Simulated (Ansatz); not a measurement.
Two states of MnCu2S4

```xyz
7
Lattice="0.0000 3.4576 0.0000 5.9887 0.0000 0.0000 -2.9839 1.7288 -6.0098" Properties=species:S:1:pos:R:3 pbc="T T T"
Mn    0.0000    0.0000    0.0000
Cu    2.9996    1.7288   -3.0049
Cu    0.0052    3.4576   -3.0049
S     4.9932    1.7288   -1.5025
S    -1.9883    3.4576   -4.5074
S     1.9988    3.4576   -1.5025
S     1.0060    1.7288   -4.5074
```

Method: r2SCAN; PAW, plane waves to 500 eV, 5×4×5 Γ-centred mesh, fermi-dirac occupations (width 0.1 eV) (Ansatz 0.2.0), atoms fixed.

State A: no moments (no spin polarisation). State B: Mn1 up, Cu2 down, Cu3 down, S6 down, S7 down (collinear spin).

Q: Which state is lower, and how do they differ?

A: State B is lower by 331.4 meV an atom at zero smearing; in free energy at this smearing B lies -317.7 meV an atom from A.

```csv
state,free energy (meV/atom),largest moment in a small sphere (μB),net moment (μB/cell),gap on mesh (eV),pressure (GPa),largest force (eV/Å)
A,317.7,0.00,0.00,metal,-13.5,0.95
B,0.0,3.77,1.46,metal,-6.9,0.82
```

Origin: a known structure type with other elements, at an estimated volume, so it need not be a known compound. Caveats: semilocal functionals often miss the gap of such magnets; the k mesh is coarse if the cell is a metal; odd electron count without spin polarisation, so a magnetic state may lie lower.
